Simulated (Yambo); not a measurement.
## Bethe-Salpeter results for K2CO3

```xyz
12
Lattice="2.7979 -5.0146 0.0000 2.7979 5.0146 0.0000 -1.2818 0.0000 6.5823" Properties=species:S:1:pos:R:3 pbc="T T T"
C      1.8366     1.6811     4.9368
C      2.4775    -1.6811     1.6456
O      3.5230    -1.0368     1.2306
O      0.7911     1.0368     5.3518
O      1.4320    -1.0368     2.0606
O      2.8820     1.0368     4.5217
O      2.4775    -2.9773     1.6456
O      1.8366     2.9773     4.9368
K      2.4775     1.6597     1.6456
K      1.8366    -1.6597     4.9368
K      0.0000     0.0000     0.0000
K     -0.6409     0.0000     3.2912
```

The geometry is that of Materials Project entry mp-554072, symmetrised and not relaxed again.

BSE in Yambo on PBEsol (pw.x of Quantum ESPRESSO, ONCV potentials, no spin-orbit coupling) bands: 4×4×2 mesh, 15 valence and 18 conduction bands, static screening with 108 bands and a 3 Ry block, scissor 2.67 eV, Tamm-Dancoff; field along x.

| state | energy (eV) | states within 2 meV | relative strength | class | main transitions |
|---|---|---|---|---|---|
| 1 | 4.21 | 2 | < 0.01 | dark | several band pairs |
| 2 | 5.42 | 1 | < 0.01 | dark | several band pairs |
| 3 | 5.43 | 1 | 0.06 | weak | several band pairs |
| 4 | 5.79 | 1 | 0.03 | weak | several band pairs |
| 5 | 5.80 | 1 | < 0.01 | dark | several band pairs |
| 6 | 5.85 | 1 | < 0.01 | dark | several band pairs |

These are vertical excitations (zero momentum). The direct quasiparticle gap on this mesh is 6.68 eV; counted from there, state 1 is bound by 2.47 eV. Convergence with the mesh was not shown.

Spin singlets only. Strengths are relative to the strongest of the lowest states of this run; strong means a line over 3 % of the spectrum's maximum, dark under 0.03 %. Absolute energies carry the error of the G0W0 scissor, whose convergence isn't established; the long-wavelength screening was taken along (1,1,1) although the crystal is anisotropic.
